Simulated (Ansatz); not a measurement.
Si₃N₄:
Space group I-43d (No. 220); a = b = c = 6.443 Å, α = β = γ = 90.00°

```tsv
atom	site	symmetry	x	y	z
N	16c	.3.	0.0312	0.0312	0.0312
Si	12b	-4..	0.1250	0.5000	0.2500
```
(The calculation used a cell of 14 atoms; values per cell refer to that cell.)

Relaxed with r²SCAN. Independent-particle spectrum: no excitons, no local fields, no scissors shift; 0.1 eV broadening; ε₁ of the summed bands alone.

Task: Tabulate the dielectric function from DFT-r²SCAN in the program Ansatz with PAW potentials.

Result: 

```csv
E (eV),ε₁ xx,ε₂ xx
0.0,4.26,0.00
0.4,4.26,0.00
0.8,4.28,0.00
1.2,4.30,0.00
1.6,4.34,0.00
2.0,4.39,0.00
2.4,4.46,0.00
2.8,4.54,0.00
3.2,4.64,0.00
3.6,4.77,0.00
4.0,4.93,0.00
4.4,5.13,0.00
4.8,5.43,0.00
5.2,5.74,0.17
5.6,6.22,0.27
6.0,6.59,0.58
6.4,7.27,0.80
6.8,8.87,2.42
7.2,6.94,3.33
7.6,7.36,4.58
8.0,6.54,5.47
8.4,4.38,4.49
8.8,5.69,3.91
9.2,6.47,5.41
9.6,5.73,6.90
10.0,4.04,7.70
10.4,3.98,7.47
10.8,1.24,8.38
11.2,0.59,6.93
11.6,0.72,6.60
12.0,-0.53,6.49
```

Task: From ε at 5.2 eV (xx: 5.74 + 0.17i), find n, k, the normal reflectivity and the absorption coefficient.

Result: n = 2.40, k = 0.033, R = 17 %, α = 2kE/ħc = 17000 cm⁻¹.

With all bands, ε∞ without local fields is 4.38.

The workflow started from an entry of the Crystallography Open Database (COD), which files this formula under 4 space groups. It is not the phase usual at ambient conditions (space group No. 176). The r²SCAN relaxation kept the symmetry of its start; its stability against distortions is not shown here.

Potentials: the later of the program's two PAW sets.
